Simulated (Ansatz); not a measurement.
The cell below belongs to a search over invented structures; it isn't taken from experiment.

Input and command of a plane-wave DFT calculation in Ansatz:

```yaml
crystal:
  lattice:
    - [4.5089128998, -0.0599793683, -0.0005574703]
    - [-0.0599793683, 4.6210525373, -0.0062440417]
    - [-0.0023747528, -0.026598826, 19.77797053]
  atoms:
    - { symbol: Zn, position: [0.4921147174, 0.5192902458, -0.0069046541] }
    - { symbol: Cd, position: [0.0191632453, 0.0027910141, 0.8484042048] }
    - { symbol: Cd, position: [-0.0271673806, 0.0019403661, 0.1588981019] }
    - { symbol: Cd, position: [0.5105013887, 0.5148310409, 0.3329929091] }
    - { symbol: Cd, position: [0.0042563716, -0.0168573133, 0.4916439232] }
    - { symbol: Cd, position: [0.4835146357, 0.4697779925, 0.6740434681] }
    - { symbol: Te, position: [0.5391706416, 0.003649253, 0.0602178076] }
    - { symbol: Te, position: [-0.0154811651, 0.5724347805, 0.2466538512] }
    - { symbol: Te, position: [0.4506558361, -0.0346535243, 0.4141239145] }
    - { symbol: Te, position: [0.0289974102, 0.4880535538, 0.5914611022] }
    - { symbol: Te, position: [0.4482772154, -0.0550411514, 0.7567193885] }
    - { symbol: Te, position: [0.0659970836, 0.5337837424, 0.931745983] }
basis:
  ecutwfc: 420
kpoints:
  mp_grid: { grid: [4, 4, 1] }
hamiltonian:
  xc: pbe
scf:
  occupations: { method: gaussian, width: 0.1 }
  lower_state_search: "off"
output:
  forces: true
  stress: true
  eigenvalues: true
relax:
  adjacent_minimum: "off"
  f_tol: 0.025
  max_steps: 60
  cell: { stress_tol: 0.25 }
```

```bash
ansatz run input.yaml --threads 4 --pin off --max-ram 8192MiB --backend cpu --events-out ev --progress --plain --runs-dir out
```

Processor: Arm Neoverse V1, 4 threads, on a host shared with other jobs.

**Question.** Estimate time, memory and problem size.

**Answer.** About 89 s, peak memory 1.5 GiB. It solves 125 bands at 10 k points (after reduction by symmetry) with about 8217 plane waves (on the last cell), in 37 SCF iterations over 5 ionic steps.
